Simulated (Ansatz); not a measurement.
## Step by step: ReSb₂, relaxation of cell and atoms

The calculation used DFT, PBE, PAW with Ansatz's default frozen-core files, scalar-relativistic in Ansatz 0.2.0.

Command: `ansatz run input.yaml --threads 1 --pin off --max-ram 3072MiB --backend cpu --events-out ev --progress --plain --runs-dir out` The run took about 10 s on 1 thread of a shared machine.

```yaml
crystal:
  lattice:
    - [0.0, 3.2090613596, 3.2090613596]
    - [3.2090613596, 0.0, 3.2090613596]
    - [3.2090613596, 3.2090613596, 0.0]
  atoms:
    - { symbol: Re, position: [0.0, 0.0, 0.0] }
    - { symbol: Sb, position: [0.25, 0.25, 0.25] }
    - { symbol: Sb, position: [0.75, 0.75, 0.75] }
kpoints:
  mp_grid: { grid: [9, 9, 9] }
scf:
  occupations: { method: fermi_dirac, width: 0.05 }
hamiltonian:
  xc: pbe
  pseudopotentials: { kind: paw }
output:
  forces: true
  stress: true
  write_density: true
  write_potential: true
  elf: true
  volumetric_format: npy
relax:
  f_tol: 0.005
  max_steps: 80
  cell: {}
```

Spin polarisation is left out, and whether a magnetic state lies lower isn't shown here.

No spin–orbit coupling, which matters for the heavy atoms here.

The cell is built from the fluorite type as a first guess.

The cutoff is 420 eV; energies and pressures of the walk include the program's estimate of the Pulay term.

Each frame lists the cell vectors (Å), then Cartesian positions (Å); symmetry keeps all forces zero. Free energies count from the first step, -23835.6267 eV.

The walk took 5 evaluations in all; steps that aren't listed are left out.

Step 1: E = 0.0 meV, P = 4.85 GPa

```
cell 0.0000 3.2091 3.2091 3.2091 0.0000 3.2091 3.2091 3.2091 0.0000
Re    0.0000    0.0000    0.0000
Sb    1.6045    1.6045    1.6045
Sb    4.8136    4.8136    4.8136
```

Step 2:

```
cell 0.0000 3.3314 3.3314 3.3314 0.0000 3.3314 3.3314 3.3314 0.0000
Re    0.0000    0.0000    0.0000
Sb    1.6657    1.6657    1.6657
Sb    4.9970    4.9970    4.9970
```

Step 3: E = -36.0 meV, P = -0.62 GPa

```
cell 0.0000 3.2570 3.2570 3.2570 0.0000 3.2570 3.2570 3.2570 0.0000
Re    0.0000    0.0000    0.0000
Sb    1.6285    1.6285    1.6285
Sb    4.8855    4.8855    4.8855
```

Problem. Give the energy, pressure of step 2.

Solution. E = +87.1 meV, P = -6.99 GPa, step rejected
```
Re    0.0000    0.0000    0.0000
Sb    1.6657    1.6657    1.6657
Sb    4.9970    4.9970    4.9970
```

Problem. How does the relaxation end?

Solution. It converges, with a = 6.502 Å, b = 6.502 Å, c = 6.502 Å, α = 90.00°, β = 90.00°, γ = 90.00° (conventional cell, space group Fm-3m). The last solve (on a basis chosen afresh for the final cell, so its energy is not quite comparable) gives E = -38.0 meV, P = -0.03 GPa:
```
cell 0.0000 3.2511 3.2511 3.2511 0.0000 3.2511 3.2511 3.2511 0.0000
Re    0.0000    0.0000    0.0000
Sb    1.6256    1.6256    1.6256
Sb    4.8767    4.8767    4.8767
```
